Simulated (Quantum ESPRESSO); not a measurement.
# Si2GaN3O: input and log of a self-consistent run

Computed values, not a measurement. The program is pw.x of Quantum ESPRESSO 7.5 (plane-wave density functional theory). The cell is made up: 7 atoms on a wurtzite lattice with one site empty, with randomly drawn elements, strain and displacements, not relaxed. PseudoDojo standard norm-conserving files (v0.5 for PBE, v0.4.1 for LDA and PBEsol) set the functional; there is no spin polarisation, spin-orbit coupling or dispersion term, and the masses in the input are unused placeholders.

Input:

```
&control calculation='scf', pseudo_dir='./dojo.nc.sr.pbe.v0_5.standard.upf', outdir='./o', disk_io='medium', tprnfor=.true., tstress=.true. /
&system ibrav=0, nat=7, ntyp=4, nbnd=27, ecutwfc=105.61755193, nosym=.true., tot_charge=0,
 occupations='smearing', smearing='fd', degauss=0.0018374661
/
&electrons conv_thr=7.350e-09, electron_maxstep=60, /
ATOMIC_SPECIES
Ga 1.0 Ga.upf
N 1.0 N.upf
O 1.0 O.upf
Si 1.0 Si.upf
CELL_PARAMETERS angstrom
3.1402 0.0011 -0.0173
0.0019 5.3203 -0.0276
-0.0283 -0.026 5.0401
ATOMIC_POSITIONS angstrom
Si -0.1115 0.0066 0.0722
Ga 1.5703 0.8339 2.4577
Si -0.2436 3.5213 2.5356
N 0.1323 0.0095 1.8395
N 1.5979 2.6245 1.7801
N 1.396 0.8745 4.4243
O -0.0711 3.4276 4.4016
K_POINTS automatic
8 6 6 1 1 1
```

The log is shortened where brackets say so; the opening notice, blank lines, dates and the lines on written files are dropped, and the path of the files is cut. It prints rydbergs, bohrs and kilobars, and counts compression as positive stress. With no partly filled state, the Fermi energy that it prints is only some level between the filled and the empty states on the mesh, and need not lie in the true gap.

```
     Program PWSCF v.7.5
     Parallel version (MPI & OpenMP), running on       1 processor cores
     Number of MPI processes:                 1
     Threads/MPI process:                     1
     [start-up lines left out]
     bravais-lattice index     =            0
     lattice parameter (alat)  =       5.9342  a.u.
     unit-cell volume          =     568.2037 (a.u.)^3
     number of atoms/cell      =            7
     number of atomic types    =            4
     number of electrons       =        42.00
     number of Kohn-Sham states=           27
     kinetic-energy cutoff     =     105.6176  Ry
     charge density cutoff     =     422.4702  Ry
     scf convergence threshold =      7.3E-09
     mixing beta               =       0.7000
     number of iterations used =            8  plain     mixing
     Exchange-correlation= PBE
                           (   1   4   3   4   0   0   0)
     [axes and pseudopotential details left out]
   Cartesian axes
     site n.     atom                  positions (alat units)
         1        Si     tau(   1) = (  -0.0355068   0.0021017   0.0229918  )
         2        Ga     tau(   2) = (   0.5000561   0.2655523   0.7826452  )
         3        Si     tau(   3) = (  -0.0775735   1.1213446   0.8074522  )
         4        N      tau(   4) = (   0.0421304   0.0030252   0.5857818  )
         5        N      tau(   5) = (   0.5088452   0.8357621   0.5668661  )
         6        N      tau(   6) = (   0.4445509   0.2784812   1.4089015  )
         7        O      tau(   7) = (  -0.0226415   1.0915062   1.4016728  )
     number of k points=   144  Fermi-Dirac smearing, width (Ry)=  0.0018
     Number of k-points >= 100: set verbosity='high' to print them.
     Dense  grid:    83331 G-vectors     FFT dimensions: (  40,  72,  64)
     Estimated max dynamical RAM per process >      97.62 MB
     Initial potential from superposition of free atoms
     starting charge      41.9961, renormalised to      42.0000
     Starting wfcs are   33 randomized atomic wfcs
     total cpu time spent up to now is       23.0 secs
     per-process dynamical memory:    76.8 Mb
     Self-consistent Calculation
     iteration #  1     ecut=   105.62 Ry     beta= 0.70
     Davidson diagonalization with overlap
     ethr =  1.00E-02,  avg # of iterations =  3.0
     total cpu time spent up to now is       80.7 secs
     total energy              =    -264.38979672 Ry
     estimated scf accuracy    <       1.90233172 Ry
     iteration #  2     ecut=   105.62 Ry     beta= 0.70
     Davidson diagonalization with overlap
     ethr =  4.53E-03,  avg # of iterations =  3.0
     total cpu time spent up to now is      148.7 secs
     total energy              =    -264.68252561 Ry
     estimated scf accuracy    <       3.18156430 Ry
     iteration #  3     ecut=   105.62 Ry     beta= 0.70
     Davidson diagonalization with overlap
     ethr =  4.53E-03,  avg # of iterations =  2.0
     total cpu time spent up to now is      205.9 secs
     total energy              =    -265.25354239 Ry
     estimated scf accuracy    <       0.14857903 Ry
     iteration #  4     ecut=   105.62 Ry     beta= 0.70
     Davidson diagonalization with overlap
     ethr =  3.54E-04,  avg # of iterations =  2.2
     total cpu time spent up to now is      267.5 secs
     total energy              =    -265.28849737 Ry
     estimated scf accuracy    <       0.00715381 Ry
     iteration #  5     ecut=   105.62 Ry     beta= 0.70
     Davidson diagonalization with overlap
     ethr =  1.70E-05,  avg # of iterations =  8.2
     total cpu time spent up to now is      358.7 secs
     total energy              =    -265.29027852 Ry
     estimated scf accuracy    <       0.00350230 Ry
     [iterations 6 to 8 left out]
     iteration #  9     ecut=   105.62 Ry     beta= 0.70
     Davidson diagonalization with overlap
     ethr =  2.63E-08,  avg # of iterations =  2.1
     total cpu time spent up to now is      649.6 secs
     total energy              =    -265.29079899 Ry
     estimated scf accuracy    <       0.00000227 Ry
     iteration # 10     ecut=   105.62 Ry     beta= 0.70
     Davidson diagonalization with overlap
     ethr =  5.41E-09,  avg # of iterations =  2.1
     total cpu time spent up to now is      714.2 secs
     total energy              =    -265.29079906 Ry
     estimated scf accuracy    <       0.00000104 Ry
     iteration # 11     ecut=   105.62 Ry     beta= 0.70
     Davidson diagonalization with overlap
     ethr =  2.47E-09,  avg # of iterations =  2.0
     total cpu time spent up to now is      783.1 secs
     total energy              =    -265.29079914 Ry
     estimated scf accuracy    <       0.00000012 Ry
     iteration # 12     ecut=   105.62 Ry     beta= 0.70
     Davidson diagonalization with overlap
     ethr =  2.98E-10,  avg # of iterations =  2.4
     total cpu time spent up to now is      858.9 secs
     total energy              =    -265.29079918 Ry
     estimated scf accuracy    <       0.00000002 Ry
     iteration # 13     ecut=   105.62 Ry     beta= 0.70
     Davidson diagonalization with overlap
     ethr =  4.05E-11,  avg # of iterations =  2.1
     total cpu time spent up to now is      936.9 secs
     End of self-consistent calculation
     Number of k-points >= 100: set verbosity='high' to print the bands.
     the Fermi energy is     8.4280 ev
!    total energy              =    -265.29079918 Ry
     estimated scf accuracy    <          4.2E-09 Ry
     smearing contrib. (-TS)   =      -0.00000000 Ry
     internal energy E=F+TS    =    -265.29079918 Ry
     The total energy is F=E-TS. E is the sum of the following terms:
     one-electron contribution =    -108.37397382 Ry
     hartree contribution      =      83.79055165 Ry
     xc contribution           =     -74.65037305 Ry
     ewald contribution        =    -166.05700395 Ry
     convergence has been achieved in  13 iterations
     Forces acting on atoms (cartesian axes, Ry/au):
     atom    1 type  4   force =     0.01963353   -0.01975739   -0.14833883
     atom    2 type  1   force =     0.07990204    0.11210603    0.09194165
     atom    3 type  4   force =     0.09941367   -0.06447611    0.06046063
     atom    4 type  2   force =    -0.16191851   -0.15375522   -0.04876837
     atom    5 type  2   force =    -0.04369913    0.09666045    0.08265113
     atom    6 type  2   force =     0.02741470   -0.13277128    0.06511612
     atom    7 type  3   force =    -0.02074630    0.16199352   -0.10306234
     Total force =     0.445102     Total SCF correction =     0.000188
     Computing stress (Cartesian axis) and pressure
          total   stress  (Ry/bohr**3)                   (kbar)     P=     -153.47
  -0.00090547   0.00028376   0.00027211         -133.20       41.74       40.03
   0.00028376  -0.00106802   0.00016392           41.74     -157.11       24.11
   0.00027211   0.00016392  -0.00115638           40.03       24.11     -170.11
     init_run     :     17.42s CPU     22.93s WALL (       1 calls)
     electrons    :    854.43s CPU    913.88s WALL (       1 calls)
     forces       :     14.46s CPU     14.65s WALL (       1 calls)
     stress       :     54.67s CPU     54.90s WALL (       1 calls)
     [timing details left out]
     PWSCF        :  15m41.48s CPU  16m47.45s WALL
     JOB DONE.
```

In other units: free energy -3609.465 eV for the cell, pressure -15.35 GPa, largest force component 4.165 eV/Å. This run is the check on a run of the same cell at 1143 eV and a 6 x 4 x 4 mesh: rerunning at 1437 eV and a 8 x 6 x 6 mesh moved values by no more than 0.002 eV in energy, 0.02 GPa in stress and 0.003 eV/Å in force.